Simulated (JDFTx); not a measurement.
System: AlRu(100) (Pm-3m bulk; lattice of mp-542569, not re-optimised at this level), 1x1 cell of 7 atoms in 7 planes (Al outermost, slab composition Al4Ru3), area 8.90 Å² a face, 8.6 Å between the outermost planes in a cell 24.9 Å high; k mesh 8×8×1, Fermi width 0.01 Ha, no spin polarisation. Whether this polymorph is the ambient one wasn't checked.

Computed with JDFTx (a modified build): PBE, GBRV ultrasoft potentials, plane waves to 20/100 Ha. Liquid on both sides: CANDLE, water, 1 M NaCl; nuclei fixed. 

Charging data:

```json
[
 {"U − U_pzc (V)": "0.00", "σ (μC/cm²)": "0.00"},
 {"U − U_pzc (V)": "0.19", "σ (μC/cm²)": "4.00"},
 {"U − U_pzc (V)": "0.29", "σ (μC/cm²)": "6.25"},
 {"U − U_pzc (V)": "0.49", "σ (μC/cm²)": "10.94"},
 {"U − U_pzc (V)": "0.89", "σ (μC/cm²)": "21.57"}
]
```

Working it through: a check of Lippmann's equation. The grand free energy per area against the neutral slab, Δγ = [F(N) − F(N₀) − μ(N − N₀)]/2A, is taken from the total energies of the same runs.

```json
[
 {"U − U_pzc (V)": "0.00", "Δγ (mJ/m²)": "0.0"},
 {"U − U_pzc (V)": "0.19", "Δγ (mJ/m²)": "-3.8"},
 {"U − U_pzc (V)": "0.29", "Δγ (mJ/m²)": "-9.0"},
 {"U − U_pzc (V)": "0.49", "Δγ (mJ/m²)": "-26.1"},
 {"U − U_pzc (V)": "0.89", "Δγ (mJ/m²)": "-90.5"}
]
```

Δγ is largest at zero charge and falls away from it, as dγ/dU = −σ demands. At 0.89 V the computed -90.5 mJ/m² stands beside -96.2 mJ/m² from the constant-capacitance formula.
